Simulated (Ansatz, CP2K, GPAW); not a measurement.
# AlSn: programs and potentials compared

```
Sn Al
1.0
     4.19811    0.00000    0.00000
    -2.09905    3.63567    0.00000
     0.00000    0.00000    3.30685
Sn Al
1 1
Direct
  0.33333 0.66667 0.50000
  0.00000 0.00000 0.00000
```

The cell comes from a database or a generator and needn't be the stable form of this composition.

Alike in all runs: task single point; functional RPBE; k mesh 7 × 7 × 8; occupations gaussian, width 0.02 eV; no spin polarisation; no spin-orbit coupling. Pressure is positive in compression and, in plane waves, holds the error of the finite cutoff.

| program and potentials | plane-wave cutoff (eV) | notes | pressure (GPa) |
| --- | --- | --- | --- |
| CP2K, POTENTIAL_UZH Sn GTH-PBE-q4, Al GTH-PBE-q3; TZVP-MOLOPT-PBE-GTH basis | - | atomic basis; potentials made for PBE; 3.5 valence electrons an atom on average | 1.07 |
| GPAW, the program's PAW data sets (release 1.2.1) made for this functional | 600 | 8.5 valence electrons an atom on average | 1.41 |
| Ansatz, all-electron LAPW, scalar-relativistic | - | - | ? |

**Question.** Estimate from the other rows what the run with Ansatz, all-electron LAPW, scalar-relativistic gave.

**Answer.** Pressure 1.52 GPa. The other rows, which needn't bracket it: pressure 1.07 to 1.41.
